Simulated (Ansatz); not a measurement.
Relaxed-ion elastic tensor of Cd (hcp (Mg type), space group No. 194) in GPa (Voigt order), r²SCAN+D4 (plane waves, PAW; program Ansatz); density 8.75 g/cm³, 21.33 Å³ per atom.

```
 108  51.0  46.1   0.0   0.0   0.0
51.0   108  46.1   0.0   0.0   0.0
46.1  46.1  44.5   0.0   0.0   0.0
 0.0   0.0   0.0  18.8   0.0   0.0
 0.0   0.0   0.0   0.0  18.8   0.0
 0.0   0.0   0.0   0.0   0.0  28.7
```

Q: Is the crystal mechanically stable?

A: Yes: the smallest eigenvalue of C is 15.1 GPa.

Q: Work out the Voigt, Reuss and Hill averages.

A: K_V = 60.9, K_R = 44.4, K_H = 52.6; G_V = 21.2, G_R = 16.5, G_H = 18.8 GPa.

Q: Give Young's modulus, Poisson's ratio, Pugh's ratio and the universal anisotropy index.

A: E = 9KG/(3K + G) = 50.4 GPa; ν = 0.34; K/G = 2.80 (ductile by the Pugh limit of 1.75); A_U = 5G_V/G_R + K_V/K_R − 6 = 1.80.

Q: Estimate the sound speeds and the Debye temperature.

A: v_l = √((K + 4G/3)/ρ) = 2980 m/s, v_t = √(G/ρ) = 1470 m/s, mean 1650 m/s; Θ = (h/k)(3n/4πV)^(1/3) v_m = 177 K.

Q: How much does each axis shrink under pressure?

A: Linear compressibilities β_i = Σ_j S_ij (j = 1 to 3): x -0.55, y -0.55, z 24 per TPa.

Space group P6_3/mmc (hcp (Mg type)). The r²SCAN+D4 relaxation kept the symmetry of its start. The pairwise dispersion correction was not fitted to metals. As this level gives no gap, shear constants depend on the k-mesh and smearing (Fermi–Dirac, 0.1 eV here). On the denser mesh and wider smearing of the elastic run this cell carries a stress of 0.6 GPa.

Potentials: the later of the program's two PAW sets.
